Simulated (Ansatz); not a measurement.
Relaxed Pb (fcc, Cu type):

```xyz
4
Lattice="5.0339 0.0000 0.0000 0.0000 5.0339 0.0000 0.0000 0.0000 5.0339" Properties=species:S:1:pos:R:3 pbc="T T T"
Pb     0.0000     0.0000     0.0000
Pb     2.5170     2.5170     0.0000
Pb     2.5170     0.0000     2.5170
Pb     0.0000     2.5170     2.5170
```

Scan: atom 2 (Pb, nearest neighbour Pb at 3.560 Å; its periodic images, 5.0 Å or more away, move with it) is displaced along Cartesian [111], direction (0.577, 0.577, 0.577) in Cartesian axes, by s. The other atoms stay.

Calculation: PBE (plane waves to 420 eV, PAW, scalar-relativistic; Ansatz, an electronic-structure program). k mesh 8×8×8 (Γ-centred), Fermi-Dirac smearing 0.05 eV. Energies are smeared free energies. Compression counts positive. With partly filled bands, energies and forces of such displacements shift with the k mesh and the smearing. F∥ is the force on the atom along that direction. On this mesh the relaxed cell isn't quite at rest: it carries a pressure of 0.2 GPa (compression positive) at the zero of the scan. Pb was relaxed with its symmetry unable to fall. Spin-orbit coupling is left out, though Pb is heavy. The relaxed volume of Pb is well above the measured one; the method has no dispersion term. The zero of ΔE is the undisplaced structure.

| s (Å) | ΔE (meV/cell) | P (GPa) | F∥ (eV/Å) |
|---|---|---|---|
| -1.070 | 1624 | 7.6 | 4.696 |
| -0.856 | 826 | 4.4 | 2.854 |
| -0.642 | 363 | 2.3 | 1.562 |
| -0.428 | 127 | 1.0 | 0.717 |
| -0.214 | 27 | 0.4 | 0.267 |
| 0.000 | 0 | 0.2 | 0.000 |
| 0.214 | 27 | 0.4 | -0.267 |
| 0.428 | 127 | 1.0 | -0.717 |
| 0.642 | 363 | 2.3 | -1.562 |
| 0.856 | 826 | 4.4 | -2.854 |
| 1.070 | 1624 | 7.6 | -4.696 |

Summary:

```
Item                                                                                                                                                   Value
--------------------------------------------------------  --------------------------------------------------------------------------------------------------
Energy at s = 1.070 Å                                                                                                                          1624 meV/cell
Force along the line at s = -1.070 Å                                                                                                               4.70 eV/Å
Symmetry of the curve                                                                                                          even: the same for both signs
Shape of the curve                                                                            a single well with its minimum at or next to zero displacement
Force constant k = d²E/ds² at s = 0 (finite differences)                                                                                          1.11 eV/Å²
Harmonic estimate at the end of the scan                  ½ks² = 634 meV/cell against the computed 1624 meV/cell, so the well is stiffer than harmonic there
```

The 11 points together took about 4 core-minutes (a rough figure).

(A displaced cell: forces are minus the slopes of the energy, force constants its curvatures, and phonons follow from these.)
